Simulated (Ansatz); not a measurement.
Relaxed K2NaRhF6 (space group Fm-3m):

```
K2NaRhF6
1.0
    0.00000     4.06954     4.06954
    4.06954     0.00000     4.06954
    4.06954     4.06954     0.00000
K Na Rh F
2 1 1 6
Direct
  0.75000   0.75000   0.75000
  0.25000   0.25000   0.25000
  0.50000   0.50000   0.50000
  0.00000   0.00000   0.00000
  0.76088   0.23912   0.23912
  0.23912   0.76088   0.76088
  0.23912   0.76088   0.23912
  0.76088   0.23912   0.76088
  0.23912   0.23912   0.76088
  0.76088   0.76088   0.23912
```

The atoms are displaced by Q × the pattern below (from a DFPT mode at Γ, largest move 1; Q in Å), at fixed cell. It is one choice among 3 degenerate patterns.

```json
[
 {"atom": "F5", "x": "0.000", "y": "0.000", "z": "1.000"},
 {"atom": "F6", "x": "0.000", "y": "0.000", "z": "1.000"},
 {"atom": "F7", "x": "0.000", "y": "0.000", "z": "-1.000"},
 {"atom": "F8", "x": "0.000", "y": "0.000", "z": "-1.000"}
]
```

Atoms not listed stay in place.

All values below come from LDA (plane waves to 420 eV, PAW, scalar-relativistic; Ansatz, a first-principles code). k mesh 7×7×7 (Γ-centred), Fermi-Dirac smearing 0.05 eV. Energies are smeared free energies. K2NaRhF6 is run without spin polarisation and with no Hubbard U. K2NaRhF6 was relaxed with its symmetry unable to fall. The zero of ΔE is the undisplaced structure.

| Q (Å) | ΔE (meV/cell) |
|---|---|
| -0.180 | 182.5 |
| -0.150 | 126.4 |
| -0.120 | 80.7 |
| -0.090 | 45.3 |
| -0.060 | withheld |
| -0.030 | 5.0 |
| 0.000 | 0.0 |
| 0.030 | 5.0 |
| 0.060 | withheld |
| 0.090 | 45.3 |
| 0.120 | 80.7 |
| 0.150 | 126.4 |
| 0.180 | 182.5 |

Fit an even polynomial form (powers 2, 4) to the given rows and predict ΔE at Q = 0.060.

Least squares on the 11 given rows: ΔE = (5581)·Q² + (1595)·Q⁴, in meV/cell with Q in Å; root-mean-square residual 0.01 meV/cell. At 0.060 the fit gives 20.1 meV/cell; the calculation gives 20.1 meV/cell, the same to the digits shown. The quadratic term alone would give 20.1 meV/cell.

(A displaced cell: forces are minus the slopes of the energy, force constants its curvatures, and phonons follow from these.)
